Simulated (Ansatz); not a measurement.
A generated cell, not matched to a known phase here, of CsGeCl3: R3m, hexagonal axes (No. 160), hR5; a = 7.696 Å, b = 7.696 Å, c = 9.481 Å, α = 90.00°, β = 90.00°, γ = 120.00°; Cs 3a (0.000, 0.000, 0.102); Ge 3a (0.000, 0.000, 0.619); Cl 9b (0.516, 0.032, 0.085). Level of theory: r2SCAN (plane waves to 500 eV, PAW, scalar-relativistic; Ansatz, a quantum-chemistry and plane-wave program). Element references, the lowest calculated here: Ge (Fd-3m), Cs (Im-3m), Cl (Cmce); gases are represented by their molecular solids.

What is the computed formation energy of this R3m form of CsGeCl3 from the elements (r2SCAN)?

-1.47 eV/atom.

A lower structure of this composition may exist.

Static energies, no anion corrections, no zero-point energy. Values are rounded to 0.01 eV/atom. Not shown to be the ambient phase of their composition (a lower form may be missing, and a cell relaxed within its start's symmetry can be a saddle point): CsGeCl3 (R3m). The compounds carry no spin polarisation.
